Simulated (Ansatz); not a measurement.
LaB (rock salt, Fm-3m), DFT-PBE in the program Ansatz with PAW potentials, all energies at zero smearing, with the estimated change up to a 700 eV cutoff added, with one set of potentials and settings (totals compare only within such a set). Cell of 2 atoms (1 La, 1 B): -6405.060 eV.

| element | reference phase | E (eV/atom) |
|---|---|---|
| La | P6_3/mmc, 4 atoms in the cell | -6250.3045 |
| B | R-3m, 12 atoms in the cell | -155.9170 |

Formation energy per atom, worked out: (-6405.060 − 1×(-6250.3045) − 1×(-155.9170))/2 = 0.581 eV/atom (56 kJ per mol of atoms), at 0 K, without zero-point energy or fitted corrections.

The start of the workflow was typed in or built on a structure type; neither database checked (COD, Materials Project) lists it. Whether it is the stable phase at ambient conditions was not checked. The cell was relaxed with PBE under the symmetry of its start; whether a distortion lowers the energy is not shown. Its formation energy is positive at this level, so the cell may be metastable or incomplete. The references are the lowest solids computed at this level, not always the standard phases. Scalar-relativistic: spin–orbit coupling is off unless named, which matters more the heavier the elements.

Potentials: the earlier of the program's two PAW sets.
